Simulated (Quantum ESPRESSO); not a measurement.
Simulation results for Ge3AsP3 (made-up cell, one site empty)

All values are calculated (Quantum ESPRESSO 7.5). Calculation on a made-up crystal cell, not a measurement: periodic Kohn-Sham density functional theory in plane waves with PseudoDojo standard norm-conserving scalar-relativistic pseudopotentials, each functional with its own files (v0.5 for PBE, v0.4.1 for LDA and PBEsol), no spin polarisation, no spin-orbit coupling, atoms not relaxed, stress positive in tension, energies less a fixed whole-eV offset for each atom's element; levels are Kohn-Sham levels at fractions of this cell's reciprocal vectors, counted from the reference band (half the neutral cell's valence electrons, rounded up) at Gamma; error bars cover cutoff and k-mesh only, not smearing or the files; each bar is the largest change over components, and at least 0.002 eV, 0.002 eV per angstrom or 0.02 GPa; added strain carries the atoms with the cell, and shear is the tensor component; energies are for the whole cell, and the offsets were chosen from early runs and are not element reference energies.

## Ge3AsP3 (made-up cell, one site empty)

Unstrained structure:
```
CELL_PARAMETERS angstrom
5.38110 0.00000 0.00000
0.00000 5.38110 0.00000
0.00000 0.00000 5.38110
ATOMIC_POSITIONS crystal
Ge 0.99602 0.00349 0.00645
P 0.00056 0.49897 0.50112
Ge 0.50402 0.99991 0.50003
Ge 0.24636 0.25056 0.24369
As 0.25229 0.75118 0.74633
P 0.74877 0.24822 0.75382
P 0.74622 0.75577 0.24902
```

```
lattice type             : zincblende/diamond
empty site               : 4
functional               : pbe
cutoff                   : 1143 eV
fermi dirac smearing     : 0.1 eV
scf tolerance            : 1e-07 eV
electrons removed        : 0
added strain kind        : biaxial xx and yy
added strain             : -0.0188
k mesh                   : 6 x 6 x 6, shifted by half a step
structure shown          : before the added strain of -0.0188
free energy less offsets : 3.745 eV
scf iterations           : 11
smearing term minus ts   : -0.08434 eV
pressure                 : 9.37 GPa
stress xx                : -9.607 GPa
stress yy                : -9.079 GPa
stress zz                : -9.424 GPa
stress yz                : -1.655 GPa
stress xz                : 0.0244 GPa
stress xy                : -1.556 GPa
fermi level              : 0.3118 eV
reference band           : 36
error bar energy         : 0.002 eV
error bar stress         : 0.02953 GPa
error bar force          : 0.009465 eV/Å
error bar next band up   : 0.002 eV
error bar fermi level    : 0.003961 eV
error bars from          : tighter rerun of a related cell
```

Atoms:
```
atoms element  atom site  atom energy offset (eV)
           Ge          1                    -2430
            P          2                     -189
           Ge          3                    -2430
           Ge          5                    -2430
           As          6                    -2887
            P          7                     -189
            P          8                     -189
```

Forces:
```
site  x (eV/Å)  y (eV/Å)  z (eV/Å)
   1     -1.05   -0.2271   -0.9412
   2    -1.048    0.2843   -0.3986
   3     1.125    0.9032   -0.4212
   5     1.981     2.653   -0.5996
   6     0.859    -2.702     1.946
   7    -1.081     1.565     0.977
   8    -0.785    -2.476   -0.5624
```

Levels:
```
level k point  next band up (eV)
        Gamma              0.292
(1/2,1/2,1/2)               0.12
   (0.15,0,0)             0.4081
   (0,0.15,0)             0.2844
   (0,0,0.15)             0.3739
```
